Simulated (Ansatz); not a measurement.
Relaxed TiSi2 (C54 type, space group Fddd):

```xyz
6
Lattice="0.0000 4.1323 4.2827 2.4031 0.0000 4.2827 2.4031 4.1323 0.0000" Properties=species:S:1:pos:R:3 pbc="T T T"
Si     2.4031     5.4796     4.2827
Si     2.4031     2.7851     4.2827
Si     3.6047     4.8512     6.4240
Si     3.6047     7.5458     6.4240
Ti     0.0000     0.0000     0.0000
Ti     1.2016     2.0662     2.1413
```

In each cell atom 1 (Si, nearest neighbour Si at 2.535 Å; its periodic images, 4.8 Å or more away, move with it) moves by s·(0.474, -0.248, 0.845) (towards the nearest neighbour), the rest being held.

The numbers are results of PBE (plane waves to 420 eV, PAW, scalar-relativistic; Ansatz, an electronic-structure program), not measurements. k mesh 10×10×10 (Γ-centred), Fermi-Dirac smearing 0.05 eV. E stands for the smeared free energy. With partly filled bands, energies and forces of such displacements shift with the k mesh and the smearing. TiSi2 is run without spin polarisation. TiSi2 was relaxed with its symmetry unable to fall. The zero of ΔE is the undisplaced structure. The last digit holds for this mesh only.

```
s (Å)   ΔE (meV/cell)
------  -------------
-0.760       withheld
-0.608         1781.8
-0.456          928.0
-0.304          389.4
-0.152           94.4
0.000             0.0
0.152            99.2
0.304           431.7
0.456          1107.4
0.608          2334.6
0.760          4470.3
```

**Question.** Fit a polynomial form (powers 2, 3, 4) to the given rows and predict ΔE at s = -0.760.

**Answer.** Least squares on the 10 given rows: ΔE = (3715)·s² + (1257)·s³ + (5252)·s⁴, in meV/cell with s in Å; root-mean-square residual 25.67 meV/cell. At -0.760 the fit gives 3346.2 meV/cell; the calculation gives 3048.7 meV/cell, so the extrapolation is off by 297.5 (+9.8 %). The quadratic term alone would give 2145.8 meV/cell.

(For displaced atoms, the force is minus the slope of the energy, and its curvature is a force constant, which sets phonon frequencies.)
